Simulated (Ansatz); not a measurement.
A geometry of Ag away from equilibrium: step 20 of the relaxation of a relaxed Ag cell, doubled along one cell vector, shaken by Gaussian noise of σ = 0.08 Å a coordinate. Level of theory: PBEsol (plane waves to 420 eV, PAW, scalar-relativistic; Ansatz, a first-principles code). Γ-centred k-mesh 7×13×9 on the run's cell (coarser than for final values), Fermi–Dirac smearing 0.05 eV.

```yaml
crystal:
  lattice:
    - [-6.07442, 6.77681, 2.90700]
    - [3.04336, -3.36775, 1.42580]
    - [1.61129, 1.94183, -1.41407]
  atoms:
    - { symbol: Ag, position: [0.31310, 0.11973, 0.50390] }
    - { symbol: Ag, position: [0.81311, 0.11973, 0.50390] }
    - { symbol: Ag, position: [0.06311, 0.11974, 0.00391] }
    - { symbol: Ag, position: [0.56311, 0.11974, 0.00391] }
```

### Question
Which atoms carry the largest force, and which way does it point?

### Answer
No atom: all forces are below 0.005 eV/Å; only the cell is out of equilibrium.

### Question
What is the pressure?

### Answer
+2.5 GPa, compression positive.

### Question
How much energy per atom can still be gained by relaxing?

### Answer
0.02 eV/atom; the path ends in I4/mmm (No. 139) at a tolerance of 0.01 Å, Fm-3m (No. 225) at 0.1 Å.

No spin polarisation in the result.

The end of the path is a generated cell of Ag: the first start was made by placing the elements on the sites of a structure type, and the end was not matched to a known phase here, so it may be hypothetical. Known forms of Ag include space group No. 225.
